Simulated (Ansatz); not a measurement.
Sn (diamond)

```
CELL_PARAMETERS angstrom
      0.00000     3.27002     3.27002
      3.27002     0.00000     3.27002
      3.27002     3.27002     0.00000
ATOMIC_POSITIONS crystal
  Sn 0.50000 0.50000 0.50000
  Sn 0.75000 0.75000 0.75000
```

The slice is a {111} plane (indices of the conventional cell) through the point (0.500, 0.500, 0.500) (fractional), spanned by u = [100] and v = [-1 2 0] in vectors of this cell: u (4.62 Å) and v (8.01 Å, at 90° to u). It covers one period; positions are fractions (u, v).

Level of theory: PBEsol (plane waves to 420 eV, PAW, scalar-relativistic; Ansatz, a program for electronic structure). k mesh 12×12×12. Inside the PAW spheres the values are not all-electron values, and peaks at nuclei hang on which shells count as valence. Sn was relaxed with its symmetry unable to fall.

Task: Sketch the electron localisation function (ELF) on this plane as a map.

Result: 
```
|xx:++*+---+*++:x|
|.:=+++-...-+++=:|
|==+++=.   .=+++=|
|**##+:.   .:+##*|
|@@@#=:     :=#@@|
|%%%#=:.   .:=#%%|
|++**+-:...:-+**+|
|+++**+==-==+**++|
|+++*%#**+**#%*++|
|+++#@%*+++*%@#++|
|++*@@#+++++#@@*+|
|++#@%+=:.:=+%@#*|
|*#%@*=:xxx:=*@%#|
|+*#%+=.xxx.=+%#*|
|--+*++:xxx:++*+-|
|..-+++=:.:=+++-.|
|  .=+++===+++=. |
|  .:+##***##+:. |
|   :=#@@@@@#=:  |
|  .:=#%%%%%#=:. |
|..:-+**+++**+-:.|
|-==+**+++++**+==|
|+**#%*+++++*%#**|
|++*%@#+++++#@%*+|
|+++#@@*+++*@@#++|
|.:=+%@#*++#@%+=:|
|xx:=*@%#*#%@*=:x|
|xx.=+%#*+*#%+=.x|
```
Scale: ten equal steps from 0.02 (start of ' ') to 0.62 (end of '@'), in the order ' .:-=+*#%@'. Values: electron localisation function (ELF). The map has 16 points along u (one character each, u = 0 at the left) and 28 along v (v = 0 in the bottom row). Points within 0.5 Å of a nucleus are blanked (x), as the pseudised field means little there.
